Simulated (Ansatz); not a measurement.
**Ba2CaBe2, a known structure type with other elements, at an estimated volume**

```
CELL_PARAMETERS angstrom
4.62801 0.00000 0.00000
0.00000 4.62801 0.00000
0.00000 0.00000 11.42036
ATOMIC_POSITIONS crystal
Ba 0.25000 0.25000 0.36800
Ba 0.75000 0.75000 0.63200
Ca 0.25000 0.25000 0.74900
Ca 0.75000 0.75000 0.25100
Be 0.25000 0.25000 0.10800
Be 0.75000 0.75000 0.89200
Ba 0.75000 0.25000 0.00000
Ba 0.25000 0.75000 0.00000
Be 0.75000 0.25000 0.50000
Be 0.25000 0.75000 0.50000
```

Method: PBE, no spin polarisation; PAW, plane waves to 420 eV, 6×6×3 Γ-centred mesh, gaussian occupations (width 0.013 eV) (Ansatz 0.2.0), atoms fixed.

Problem. What is the formation energy?

Solution. 1.13 eV an atom against the elements' usual phases (free molecules for gases, crystals otherwise, with no correction for O₂ or N₂), so at this geometry it isn't bound against them. Relaxing would lower it.

Problem. Which atom feels the largest force, and which way?

Solution. The largest is on Be5 (and as large on other atoms): 2.29 eV/Å, components (0.00, 0.00, 2.29). It makes 118° with the line to a nearest neighbour, Ba7 at 2.62 Å.

Problem. What happens at the Fermi level?

Solution. It is a metal, with about 8.7 states/eV a cell as the mean within 0.25 eV of the Fermi level.

Problem. How is the charge shared?

Solution. Bader charges in e: Ba +0.06 to +0.37, Ca +1.07, Be -0.81 to -0.70. In the mean Ca gives up most and Be takes most.

Problem. Is the cell too large or too small?

Solution. The pressure is 13.3 GPa (compression positive), so with the atoms held at these fractions the cell would first expand; the forces are large, so a full relaxation may end otherwise. The principal stresses 9.8, 15.0, 15.0 GPa differ, so its shape would change too.

Origin: a known structure type with other elements, at an estimated volume, so it need not be a known compound. Caveats: atoms or cell far from equilibrium.
